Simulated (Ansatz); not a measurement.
System: AlFe (CsCl type), 2 atoms in the cell.

Level of theory: PBE, all-electron LAPW, point nucleus (Ansatz).

k-mesh 8×8×8 Γ-centred; Fermi–Dirac smearing of 0.1 eV; no spin polarisation.

```
Fe Al
1.0
     2.87000    0.00000    0.00000
     0.00000    2.87000    0.00000
     0.00000    0.00000    2.87000
Fe Al
1 1
Direct
  0.00000 0.00000 0.00000
  0.50000 0.50000 0.50000
```

(1) What pressure does the calculation give?

## Answers

(1) The pressure is 0.32 GPa, so at these settings the cell is compressed and would expand.

The k-mesh is modest, so these values aren't fully converged in k. Spin polarisation is left out, and a magnetic state may lie lower.
